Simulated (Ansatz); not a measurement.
One crystal and one scan (scan of one atom of the cell) at two levels, r2SCAN (plane waves to 500 eV, PAW, scalar-relativistic; Ansatz, an electronic-structure program) and PBE (plane waves to 420 eV, PAW, scalar-relativistic; Ansatz), each from its own relaxed cell and on its own mesh. The cell shown is that of r2SCAN.

Relaxed Lu (hcp, Mg type):

```
Lu
1.0
    3.50429     0.00000     0.00000
   -1.75215     3.03481     0.00000
    0.00000     0.00000     5.45222
Lu
2
Direct
  0.33333   0.66667   0.75000
  0.66667   0.33333   0.25000
```

Scan: atom 1 (Lu, nearest neighbour Lu at 3.395 Å; its periodic images, 3.5 Å or more away, move with it) is displaced along Cartesian [110], direction (0.707, 0.707, 0.000) in Cartesian axes, by s. The other atoms stay.

Energies are smeared free energies. Lu is run without spin polarisation. Lu was relaxed with its symmetry unable to fall. With partly filled bands, energies and forces of such displacements shift with the k mesh and the smearing. Percentages come from the unrounded values. Both scans cover s from -0.340 to 0.340 Å.

Results of r2SCAN:

* **Lattice constant a (Å)**: 3.504
* **Lattice constant c (Å)**: 5.452
* **Relaxed volume (Å³/atom)**: 28.99
* **Force along the line at s = -0.340 Å (eV/Å)**: 0.550
* **Force constant k = d²E/ds² at s = 0 (finite differences) (eV/Å²)**: 1.51
* **Symmetry of the curve**: not even: the negative side lies higher at ±0.340 Å
* **Shape of the curve**: a single well with its minimum at or next to zero displacement

Q: What does PBE give for the same quantities?

A: 
```json
[
 {"quantity": "Lattice constant a (Å)", "PBE": "3.507", "r2SCAN − PBE": "-0.003"},
 {"quantity": "Lattice constant c (Å)", "PBE": "5.462", "r2SCAN − PBE": "-0.010 (-0.2 %)"},
 {"quantity": "Relaxed volume (Å³/atom)", "PBE": "29.09", "r2SCAN − PBE": "-0.10 (-0.3 %)"},
 {"quantity": "Force along the line at s = -0.340 Å (eV/Å)", "PBE": "0.568", "r2SCAN − PBE": "-0.018 (-3.1 %)"},
 {"quantity": "Force constant k = d²E/ds² at s = 0 (finite differences) (eV/Å²)", "PBE": "1.59", "r2SCAN − PBE": "-0.08 (-5 %)"}
]
```

r2SCAN gives the lower value for: force along the line at s = -0.340 Å; force constant k = d²E/ds² at s = 0. They agree on: lattice constant a (within 0.2 %); lattice constant c (within 0.2 %); relaxed volume (within 0.6 %). Both give the same symmetry of the curve: not even: the negative side lies higher at ±0.340 Å. Neither level is exact: the differences show how much the result hangs on the functional.

(A displaced cell: forces are minus the slopes of the energy, force constants its curvatures, and phonons follow from these.)
